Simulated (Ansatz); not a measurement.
PbS:
```yaml
crystal:
  lattice:
    - [5.10078, 0.00000, 0.00000]
    - [0.00000, 5.10078, 0.00000]
    - [0.00000, 0.00000, 4.12701]
  atoms:
    - { symbol: Pb, position: [0.50000, 0.00000, 0.30404] }
    - { symbol: Pb, position: [0.00000, 0.50000, 0.69596] }
    - { symbol: S, position: [0.00000, 0.00000, 0.00000] }
    - { symbol: S, position: [0.50000, 0.50000, 0.00000] }
```

Relaxed with r²SCAN+D4. Independent-particle spectrum: no excitons, no local fields, no scissors shift; 0.1 eV broadening; ε₁ of the summed bands alone.

Problem. Tabulate the dielectric function from r²SCAN+D4 in the plane-wave PAW code Ansatz.

Solution. 

| E (eV) | ε₁ xx | ε₂ xx | ε₁ zz | ε₂ zz |
|---|---|---|---|---|
| 0.0 | 12.90 | 0.00 | 8.10 | 0.00 |
| 0.3 | 13.03 | 0.00 | 8.15 | 0.00 |
| 0.6 | 13.46 | 0.00 | 8.31 | 0.00 |
| 0.9 | 14.38 | 0.00 | 8.64 | 0.00 |
| 1.2 | 17.02 | 0.40 | 9.61 | 0.18 |
| 1.5 | 16.20 | 6.88 | 9.04 | 1.87 |
| 1.8 | 15.71 | 3.58 | 8.76 | 1.32 |
| 2.1 | 17.70 | 6.32 | 9.30 | 1.14 |
| 2.4 | 17.24 | 9.74 | 10.33 | 1.15 |
| 2.7 | 16.29 | 11.44 | 12.02 | 2.10 |
| 3.0 | 16.52 | 16.64 | 13.39 | 4.92 |
| 3.3 | 7.53 | 21.10 | 11.89 | 8.66 |
| 3.6 | 4.69 | 16.68 | 10.72 | 9.94 |
| 3.9 | 3.12 | 15.71 | 6.21 | 11.77 |
| 4.2 | 1.58 | 15.58 | 4.99 | 8.85 |
| 4.5 | -0.69 | 14.71 | 5.54 | 9.44 |
| 4.8 | -3.44 | 13.71 | 3.56 | 10.08 |
| 5.1 | -4.61 | 10.08 | 2.71 | 9.15 |
| 5.4 | -3.88 | 8.25 | 1.70 | 10.28 |
| 5.7 | -2.72 | 7.72 | -0.11 | 8.88 |
| 6.0 | -3.38 | 6.93 | -1.07 | 7.15 |
| 6.3 | -3.48 | 6.81 | -0.74 | 6.66 |
| 6.6 | -4.11 | 6.08 | -1.46 | 6.33 |
| 6.9 | -4.66 | 4.19 | -1.42 | 4.61 |
| 7.2 | -4.06 | 2.55 | -1.09 | 4.59 |
| 7.5 | -2.56 | 1.69 | -1.19 | 3.43 |
| 7.8 | -1.02 | 2.16 | 0.49 | 3.01 |
| 8.1 | -1.24 | 2.11 | 1.34 | 4.27 |
| 8.4 | -0.66 | 2.22 | -0.92 | 4.90 |
| 8.7 | -0.49 | 2.65 | -1.39 | 3.91 |
| 9.0 | -1.05 | 3.46 | -0.79 | 3.19 |
| 9.3 | -1.48 | 2.71 | -0.64 | 3.35 |
| 9.6 | -1.45 | 2.33 | -0.86 | 3.33 |
| 9.9 | -1.24 | 1.92 | -0.98 | 3.17 |
| 10.2 | -0.89 | 1.93 | -1.21 | 2.64 |
| 10.5 | -0.89 | 2.09 | -0.95 | 2.34 |
| 10.8 | -1.02 | 2.01 | -0.77 | 2.24 |
| 11.1 | -1.16 | 1.77 | -0.66 | 2.27 |
| 11.4 | -1.02 | 1.66 | -0.78 | 2.53 |
| 11.7 | -1.12 | 1.62 | -1.19 | 2.01 |
| 12.0 | -1.15 | 1.30 | -0.95 | 1.73 |

Problem. From ε at 1.5 eV (xx: 16.20 + 6.88i), find n, k, the normal reflectivity and the absorption coefficient.

Solution. n = 4.11, k = 0.837, R = 39 %, α = 2kE/ħc = 130000 cm⁻¹.

With all bands, ε∞ without local fields is 13.0 (xx = yy), 8.23 (zz).

Space group P4/nmm. The start of the workflow was typed in or built on a structure type; neither database checked (COD, Materials Project) lists it. It is not the phase usual at ambient conditions (space group No. 225). Symmetry was held in the r²SCAN+D4 relaxation. At this level the phase is mechanically unstable. The volume moved by -18 % from the start of the relaxation. Scalar-relativistic: spin–orbit coupling is off unless named, which matters more the heavier the elements.

Potentials: the earlier of the program's two PAW sets.
